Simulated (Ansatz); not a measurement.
MgF$_{2}$ (rutile)

```xyz
6
Lattice="4.6984 0.0000 0.0000 0.0000 4.6984 0.0000 0.0000 0.0000 3.0928" Properties=species:S:1:pos:R:3 pbc="T T T"
Mg     0.0000     0.0000     0.0000
Mg     2.3492     2.3492     1.5464
F      1.4263     1.4263     0.0000
F      3.7755     0.9229     1.5464
F      0.9229     3.7755     1.5464
F      3.2721     3.2721     0.0000
```

The relaxed cell is deformed in two ways at once: its volume V is scaled, and at that volume it is stretched along z (the c axis of the conventional cell) so that c/a changes. Fractional atomic positions are held.

Method: PBE (plane waves to 420 eV, PAW, scalar-relativistic; Ansatz, a quantum-chemistry and plane-wave program). k mesh 7×7×11 (Γ-centred), Fermi-Dirac smearing 0.05 eV. E stands for the smeared free energy. As the atoms are clamped, bonds stretch with the cell, which overstates energies and stresses. MgF2 was relaxed with its symmetry unable to fall. ΔE is measured from the relaxed starting cell.

| ΔE (meV/atom) | V/V₀ = 0.920 | V/V₀ = 0.960 | V/V₀ = 1.000 | V/V₀ = 1.040 | V/V₀ = 1.080 |
|---|---|---|---|---|---|
| (c/a)/(c/a)₀ = 0.920 | 52.8 | 29.7 | 20.2 | 21.9 | 32.7 |
| (c/a)/(c/a)₀ = 0.960 | 32.7 | 12.0 | 4.7 | 8.4 | 20.8 |
| (c/a)/(c/a)₀ = 1.000 | [?] | 5.8 | 0.0 | 5.0 | [?] |
| (c/a)/(c/a)₀ = 1.040 | 27.0 | 9.0 | 4.2 | 10.0 | 24.4 |
| (c/a)/(c/a)₀ = 1.080 | [?] | 20.3 | 15.8 | 21.9 | [?] |

Q: Complete the blanks.

A: 
- (c/a)/(c/a)₀ = 1.000, V/V₀ = 0.920: 24.8
- (c/a)/(c/a)₀ = 1.000, V/V₀ = 1.080: 18.7
- (c/a)/(c/a)₀ = 1.080, V/V₀ = 0.920: 37.9
- (c/a)/(c/a)₀ = 1.080, V/V₀ = 1.080: 36.6

(Under strain, the slope of the energy per volume gives the stress and its curvature an elastic modulus.)
